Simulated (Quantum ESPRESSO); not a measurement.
# Computed records: Ca$_{2}$MgZnO$_{4}$ (made-up cell)

Computed with Quantum ESPRESSO 7.5. Calculation on a made-up crystal cell, not a measurement: periodic Kohn-Sham density functional theory in plane waves with PseudoDojo standard norm-conserving scalar-relativistic pseudopotentials, each functional with its own files (v0.5 for PBE, v0.4.1 for LDA and PBEsol), no spin polarisation, no spin-orbit coupling, atoms not relaxed, stress positive in tension, energies less a fixed whole-eV offset for each atom's element; levels are Kohn-Sham levels at fractions of this cell's reciprocal vectors, counted from the reference band (half the neutral cell's valence electrons, rounded up) at Gamma; error bars cover cutoff and k-mesh only, not smearing or the files; added strain carries the atoms with the cell, and shear is the tensor component; each bar is the largest change over components, and at least 0.002 eV, 0.002 eV per angstrom or 0.02 GPa; energies are for the whole cell, and the offsets were chosen from early runs and are not element reference energies.

Settings shared by all entries: lattice type rocksalt; functional pbe; cutoff 1143 eV; fermi dirac smearing 0.025 eV; scf tolerance 1e-07 eV; electrons removed 0; k mesh 4 x 4 x 4, shifted by half a step.

(1) 
```cif
# cell vector a (Å): 4.6766 0.0031 -0.0108
# cell vector b (Å): 0.0031 4.6804 -0.0137
# cell vector c (Å): -0.0108 -0.0137 4.5554
data_Ca2MgZnO4
_symmetry_space_group_name_H-M 'P 1'
_symmetry_Int_Tables_number 1
_cell_length_a 4.6766
_cell_length_b 4.6804
_cell_length_c 4.5554
_cell_angle_alpha 90.340
_cell_angle_beta 90.268
_cell_angle_gamma 89.924
_cell_volume 99.71
loop_
_atom_site_label
_atom_site_type_symbol
_atom_site_fract_x
_atom_site_fract_y
_atom_site_fract_z
_atom_site_occupancy
Mg1 Mg 0.01409 0.00258 0.00766 1
Ca1 Ca 0.01272 0.50701 0.51497 1
Zn1 Zn 0.50379 0.98279 0.49772 1
Ca2 Ca 0.51191 0.48899 0.01063 1
O1 O 0.51205 0.01292 0.99774 1
O2 O 0.49388 0.48157 0.48809 1
O3 O 0.01135 0.99722 0.49846 1
O4 O 0.99603 0.50153 0.98967 1
_calc_free_energy_less_offsets 0.6798  # eV
_calc_smearing_term_minus_ts 0  # eV
_calc_scf_iterations 12
_calc_pressure -1.924  # GPa
_calc_stress_xx 3.259  # GPa
_calc_stress_yy 3.612  # GPa
_calc_stress_zz -1.098  # GPa
_calc_stress_yz -0.4581  # GPa
_calc_stress_xz -0.08254  # GPa
_calc_stress_xy 0.1144  # GPa
_calc_error_bar_energy 0.002  # eV
_calc_error_bar_stress 0.03191  # GPa
_calc_error_bar_force 0.002253  # eV/angstrom
_calc_error_bars_from 'tighter rerun of a related cell'
```

Atoms:
```
atoms element  atom site  atom energy offset (eV)
           Mg          1                    -1617
           Ca          2                    -1055
           Zn          3                    -5687
           Ca          4                    -1055
            O          5                     -452
            O          6                     -452
            O          7                     -452
            O          8                     -452
```

Forces:
```
site   x (eV/Å)  y (eV/Å)  z (eV/Å)
   1     -0.167  0.003239  -0.07601
   2    -0.4593   -0.4297    -0.911
   3  -0.008392    0.3378   0.08924
   4     -0.238    0.5508   -0.7599
   5    -0.1552   -0.9765  0.005592
   6     0.4988    0.3774    0.8116
   7    0.03386   0.09364  -0.06939
   8     0.4952   0.04332    0.9099
```

(2) 
```cif
# cell vector a (Å): 4.6766 0.0031 -0.0108
# cell vector b (Å): 0.0031 4.6804 -0.0137
# cell vector c (Å): -0.0108 -0.0137 4.5554
data_Ca2MgZnO4
_symmetry_space_group_name_H-M 'P 1'
_symmetry_Int_Tables_number 1
_cell_length_a 4.6766
_cell_length_b 4.6804
_cell_length_c 4.5554
_cell_angle_alpha 90.340
_cell_angle_beta 90.268
_cell_angle_gamma 89.924
_cell_volume 99.71
loop_
_atom_site_label
_atom_site_type_symbol
_atom_site_fract_x
_atom_site_fract_y
_atom_site_fract_z
_atom_site_occupancy
Mg1 Mg 0.01409 0.00258 0.00766 1
Ca1 Ca 0.01272 0.50701 0.51497 1
Zn1 Zn 0.50379 0.98279 0.49772 1
Ca2 Ca 0.51191 0.49277 0.01064 1
O1 O 0.51205 0.01292 0.99774 1
O2 O 0.49388 0.48157 0.48809 1
O3 O 0.01135 0.99722 0.49846 1
O4 O 0.99603 0.50153 0.98967 1
_calc_free_energy_less_offsets 0.6715  # eV
_calc_smearing_term_minus_ts 0  # eV
_calc_scf_iterations 12
_calc_pressure -1.995  # GPa
_calc_stress_xx 3.261  # GPa
_calc_stress_yy 3.814  # GPa
_calc_stress_zz -1.089  # GPa
_calc_stress_yz -0.4436  # GPa
_calc_stress_xz -0.08322  # GPa
_calc_stress_xy 0.1274  # GPa
_calc_error_bar_energy 0.002  # eV
_calc_error_bar_stress 0.03191  # GPa
_calc_error_bar_force 0.002253  # eV/angstrom
_calc_error_bars_from 'tighter rerun of a related cell'
```

Atoms:
```
atoms element  atom site  atom energy offset (eV)
           Mg          1                    -1617
           Ca          2                    -1055
           Zn          3                    -5687
           Ca          4                    -1055
            O          5                     -452
            O          6                     -452
            O          7                     -452
            O          8                     -452
```

Forces:
```
site   x (eV/Å)  y (eV/Å)  z (eV/Å)
   1    -0.1672   0.03869  -0.07608
   2    -0.4593   -0.4455   -0.9114
   3  -0.008402    0.3672   0.09068
   4    -0.2383    0.3921   -0.7591
   5    -0.1553   -0.8882  0.007172
   6     0.4992    0.3845    0.8084
   7    0.03383     0.089  -0.06946
   8     0.4955   0.06222    0.9098
```

(3) 
```cif
# cell vector a (Å): 4.6766 0.0031 -0.0108
# cell vector b (Å): 0.0031 4.6804 -0.0137
# cell vector c (Å): -0.0108 -0.0137 4.5554
data_Ca2MgZnO4
_symmetry_space_group_name_H-M 'P 1'
_symmetry_Int_Tables_number 1
_cell_length_a 4.6766
_cell_length_b 4.6804
_cell_length_c 4.5554
_cell_angle_alpha 90.340
_cell_angle_beta 90.268
_cell_angle_gamma 89.924
_cell_volume 99.71
loop_
_atom_site_label
_atom_site_type_symbol
_atom_site_fract_x
_atom_site_fract_y
_atom_site_fract_z
_atom_site_occupancy
Mg1 Mg 0.01409 0.00258 0.00766 1
Ca1 Ca 0.01272 0.50701 0.51497 1
Zn1 Zn 0.50379 0.98279 0.49772 1
Ca2 Ca 0.51190 0.50078 0.01067 1
O1 O 0.51205 0.01292 0.99774 1
O2 O 0.49388 0.48157 0.48809 1
O3 O 0.01135 0.99722 0.49846 1
O4 O 0.99603 0.50153 0.98967 1
_calc_free_energy_less_offsets 0.6629  # eV
_calc_smearing_term_minus_ts 0  # eV
_calc_scf_iterations 12
_calc_pressure -2.109  # GPa
_calc_stress_xx 3.265  # GPa
_calc_stress_yy 4.126  # GPa
_calc_stress_zz -1.064  # GPa
_calc_stress_yz -0.415  # GPa
_calc_stress_xz -0.08467  # GPa
_calc_stress_xy 0.1548  # GPa
_calc_error_bar_energy 0.002  # eV
_calc_error_bar_stress 0.03191  # GPa
_calc_error_bar_force 0.002253  # eV/angstrom
_calc_error_bars_from 'tighter rerun of this cell'
```

Atoms:
```
atoms element  atom site  atom energy offset (eV)
           Mg          1                    -1617
           Ca          2                    -1055
           Zn          3                    -5687
           Ca          4                    -1055
            O          5                     -452
            O          6                     -452
            O          7                     -452
            O          8                     -452
```

Forces:
```
site   x (eV/Å)  y (eV/Å)  z (eV/Å)
   1    -0.1676    0.1138  -0.07626
   2    -0.4594   -0.4791   -0.9119
   3  -0.008626    0.4294   0.09412
   4    -0.2383   0.06911   -0.7555
   5    -0.1555    -0.714  0.009811
   6     0.5003    0.3997    0.7999
   7     0.0338   0.07922  -0.06973
   8     0.4953    0.1019    0.9095
```

(4) 
```cif
# cell vector a (Å): 4.6766 0.0031 -0.0108
# cell vector b (Å): 0.0031 4.6804 -0.0137
# cell vector c (Å): -0.0108 -0.0137 4.5554
data_Ca2MgZnO4
_symmetry_space_group_name_H-M 'P 1'
_symmetry_Int_Tables_number 1
_cell_length_a 4.6766
_cell_length_b 4.6804
_cell_length_c 4.5554
_cell_angle_alpha 90.340
_cell_angle_beta 90.268
_cell_angle_gamma 89.924
_cell_volume 99.71
loop_
_atom_site_label
_atom_site_type_symbol
_atom_site_fract_x
_atom_site_fract_y
_atom_site_fract_z
_atom_site_occupancy
Mg1 Mg 0.01409 0.00258 0.00766 1
Ca1 Ca 0.01272 0.50701 0.51497 1
Zn1 Zn 0.50379 0.98279 0.49772 1
Ca2 Ca 0.51190 0.50858 0.01069 1
O1 O 0.51205 0.01292 0.99774 1
O2 O 0.49388 0.48157 0.48809 1
O3 O 0.01135 0.99722 0.49846 1
O4 O 0.99603 0.50153 0.98967 1
_calc_free_energy_less_offsets 0.666  # eV
_calc_smearing_term_minus_ts 0  # eV
_calc_scf_iterations 12
_calc_pressure -2.174  # GPa
_calc_stress_xx 3.271  # GPa
_calc_stress_yy 4.282  # GPa
_calc_stress_zz -1.03  # GPa
_calc_stress_yz -0.3896  # GPa
_calc_stress_xz -0.08606  # GPa
_calc_stress_xy 0.1816  # GPa
_calc_error_bar_energy 0.002  # eV
_calc_error_bar_stress 0.03191  # GPa
_calc_error_bar_force 0.002253  # eV/angstrom
_calc_error_bars_from 'tighter rerun of a related cell'
```

Atoms:
```
atoms element  atom site  atom energy offset (eV)
           Mg          1                    -1617
           Ca          2                    -1055
           Zn          3                    -5687
           Ca          4                    -1055
            O          5                     -452
            O          6                     -452
            O          7                     -452
            O          8                     -452
```

Forces:
```
site   x (eV/Å)  y (eV/Å)  z (eV/Å)
   1     -0.168    0.1868  -0.07645
   2    -0.4596   -0.5121   -0.9126
   3  -0.008912    0.4901    0.0981
   4    -0.2373   -0.2353   -0.7497
   5    -0.1556   -0.5553   0.01155
   6     0.5017    0.4155    0.7897
   7    0.03379   0.06985  -0.07004
   8     0.4939    0.1405    0.9093
```

(5) 
```cif
# cell vector a (Å): 4.6766 0.0031 -0.0108
# cell vector b (Å): 0.0031 4.6804 -0.0137
# cell vector c (Å): -0.0108 -0.0137 4.5554
data_Ca2MgZnO4
_symmetry_space_group_name_H-M 'P 1'
_symmetry_Int_Tables_number 1
_cell_length_a 4.6766
_cell_length_b 4.6804
_cell_length_c 4.5554
_cell_angle_alpha 90.340
_cell_angle_beta 90.268
_cell_angle_gamma 89.924
_cell_volume 99.71
loop_
_atom_site_label
_atom_site_type_symbol
_atom_site_fract_x
_atom_site_fract_y
_atom_site_fract_z
_atom_site_occupancy
Mg1 Mg 0.01409 0.00258 0.00766 1
Ca1 Ca 0.01272 0.50701 0.51497 1
Zn1 Zn 0.50379 0.98279 0.49772 1
Ca2 Ca 0.51188 0.52738 0.01075 1
O1 O 0.51205 0.01292 0.99774 1
O2 O 0.49388 0.48157 0.48809 1
O3 O 0.01135 0.99722 0.49846 1
O4 O 0.99603 0.50153 0.98967 1
_calc_free_energy_less_offsets 0.7191  # eV
_calc_smearing_term_minus_ts 0  # eV
_calc_scf_iterations 12
_calc_pressure -2.145  # GPa
_calc_stress_xx 3.289  # GPa
_calc_stress_yy 4.074  # GPa
_calc_stress_zz -0.9273  # GPa
_calc_stress_yz -0.336  # GPa
_calc_stress_xz -0.08936  # GPa
_calc_stress_xy 0.2449  # GPa
_calc_error_bar_energy 0.002  # eV
_calc_error_bar_stress 0.03191  # GPa
_calc_error_bar_force 0.002253  # eV/angstrom
_calc_error_bars_from 'tighter rerun of a related cell'
```

Atoms:
```
atoms element  atom site  atom energy offset (eV)
           Mg          1                    -1617
           Ca          2                    -1055
           Zn          3                    -5687
           Ca          4                    -1055
            O          5                     -452
            O          6                     -452
            O          7                     -452
            O          8                     -452
```

Forces:
```
site  x (eV/Å)  y (eV/Å)  z (eV/Å)
   1   -0.1691    0.3628    -0.077
   2   -0.4603   -0.5916    -0.914
   3  -0.01014    0.6374    0.1102
   4   -0.2312   -0.9813   -0.7271
   5   -0.1549   -0.1716   0.01215
   6    0.5062    0.4614    0.7577
   7   0.03385   0.04776  -0.07106
   8    0.4857    0.2351    0.9092
```
